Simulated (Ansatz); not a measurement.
## SnSe2 at a changed volume — ¹¹⁹Sn Mössbauer parameters

Cell: a COD entry, relaxed with PBE at fixed cell and then changed (volume scaled by 1.06, ions relaxed).

```cif
data_structure
_symmetry_space_group_name_H-M 'P 1'
_symmetry_Int_Tables_number 1
_cell_length_a 3.8857
_cell_length_b 3.8857
_cell_length_c 6.2563
_cell_angle_alpha 90.000
_cell_angle_beta 90.000
_cell_angle_gamma 120.000
_cell_volume 81.81
loop_
_atom_site_label
_atom_site_type_symbol
_atom_site_fract_x
_atom_site_fract_y
_atom_site_fract_z
_atom_site_occupancy
Sn1 Sn 0.00000 0.00000 0.00000 1
Se2 Se 0.33333 0.66667 0.25330 1
Se3 Se 0.66667 0.33333 0.74670 1
```

Atoms are numbered from 1 in the order listed; like atoms form one site, named after its first atom.

The numbers come from a DFT calculation in Ansatz (PBE, plane waves and PAW, scalar-relativistic, 420 eV cutoff, Γ-centred 13×13×7 k-points, Fermi–Dirac smearing 0.02 eV).

Isomer shifts (against SnO₂) follow from the electron density at the nucleus, δ = α(ρ − ρ₀), with α = 0.099 mm s⁻¹ a₀³ and ρ₀ = 183191.44 a₀⁻³ from a line fitted to 8 measured compounds at this level of theory (rms miss 0.12 mm/s). ΔE_Q = ½eQV_zz(1 + η²/3)^½ with Q = -0.132 b for the 23.9 keV state.

Question: Where do the absorption lines lie?

Answer: Sn (1 atom a cell): δ = 1.40, |ΔE_Q| = 0.01 mm/s, a single line at 1.40 mm/s.

Without spin–orbit coupling (the program notes it for Sn) the gradients can shift somewhat, as the gap is small.
